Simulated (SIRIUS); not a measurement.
SIRIUS run on Mo (Im-3m, 2 atoms in the cell; from Materials Project mp-129, changed as shown): self-consistent single point.

Computed with SIRIUS with PBE, FP-LAPW (LAPW with two local orbitals a valence shell; core below -3 Ha), all-electron full potential with ZORA scalar-relativistic valence and Dirac core.

The change in words: lattice scaled by 1.02. Reference geometry (Im-3m):
```
Mo
1.0
    3.16762     0.00000     0.00000
    0.00000     3.16762     0.00000
    0.00000     0.00000     3.16762
Mo
2
Direct
  0.00000   0.00000   0.00000
  0.50000   0.50000   0.50000
```

Reference input (self-consistent single point, DFT, PBE, FP-LAPW (LAPW with two local orbitals a valence shell; core below -3 Ha), all-electron full potential with ZORA scalar-relativistic valence and Dirac core): parameters.ngridk = 10 10 10; basis = LAPW with two local orbitals a valence shell, core below -3 Ha; unit_cell.atom_type_rmt = {Mo: 2.4} bohr; parameters.xc_functionals = [XC_GGA_X_PBE, XC_GGA_C_PBE]; parameters.aw_cutoff = 7; parameters.pw_cutoff = 16 1/bohr; parameters.smearing = fermi_dirac; parameters.smearing_width = 0.00367493 Ha; parameters.electronic_structure_method = full_potential_lapwlo; parameters.lmax_apw = 8; parameters.lmax_rho = 8; parameters.lmax_pot = 8. This run's input differs from it in these lines:

```diff
@@ -36,7 +36,7 @@
     "lattice_vectors": [
-      [1.0000000446, 0.0, 0.0],
-      [0.0, 1.0000000446, 0.0],
-      [0.0, 0.0, 1.0000000446]
+      [1.0000000322, 0.0, 0.0],
+      [0.0, 1.0000000322, 0.0],
+      [0.0, 0.0, 1.0000000322]
     ],
-    "lattice_vectors_scale": 5.985934,
+    "lattice_vectors_scale": 6.105652,
     "atom_coordinate_units": "lattice",
```

The program printed (abridged):

```
[find] density tolerance         : 1e-06
[find] total energy tolerance    : 1e-07
[find] iter_solver_tol (initial) : 0.01
[find] iter_solver_tol (target)  : 1e-13
[find] num_dft_iter              : 100
Charges and magnetic moments
--------------------------------------------------------------------------------
atom      charge    core leakage
--------------------------------------------------------------------------------
   0   40.223618    0.000000e+00
   1   40.223618    0.000000e+00

total core leakage    : 0.00000000e+00
interstitial charge   : 3.552765
total charge          : 84.000000
[find] | SCF iteration   0 out of 100|
   [... lines left out ...]
[find]    1   39.817855    1.507918e-06
[find] total core leakage    : 3.01583622e-06
[find] interstitial charge   : 4.364285
[find] total charge          : 83.999995
[find] Energy
[find] smearing (-TS)                 :      -0.00163200
[find] Total energy                   :   -8099.14991094 (Ha),  -16198.29982188 (Ry)
[find] Free energy (E-TS)             :   -8099.15154294 (Ha),  -16198.30308588 (Ry)
[find] band gap (eV)                  :       0.00000000
[find] Efermi                         :       0.41449844
[find] iteration : 10, RMS (target) : 1.0783e-07 (1.0000e-06) , energy difference (target) : 1.2427e-08 (1.0000e-07)
[find] converged after 11 SCF iterations!
[find] Charges and magnetic moments
[find] atom      charge    core leakage
[find]    0   39.817855    1.507918e-06
[find]    1   39.817855    1.507918e-06
[find] total core leakage    : 3.01583622e-06
[find] interstitial charge   : 4.364285
[find] total charge          : 83.999995
[find] Energy
[find] smearing (-TS)                 :      -0.00163200
[find] Total energy                   :   -8099.14991094 (Ha),  -16198.29982188 (Ry)
[find] Free energy (E-TS)             :   -8099.15154294 (Ha),  -16198.30308588 (Ry)
[find] band gap (eV)                  :       0.00000000
[find] Efermi                         :       0.41449844
[ground_state] ==== total Forces in Ha/bohr =====
[ground_state] atom:    0, force:       0.0000000      0.0000000      0.0000000
[ground_state] atom:    1, force:       0.0000000      0.0000000      0.0000000
```

The run converged in 11 iterations. Against the reference run the free energy rises by 46.2 meV/atom.

The structure comes from a collection of computed structures, made at another level of theory; the collection holds predicted forms beside known ones. Values depend on the basis (sphere radii, cutoffs, local orbitals), which need not be converged.

Cost on one core: around 40 core-seconds (rough).

The gap that the log prints is read on the run's mesh, which can miss the band edges or a crossing.
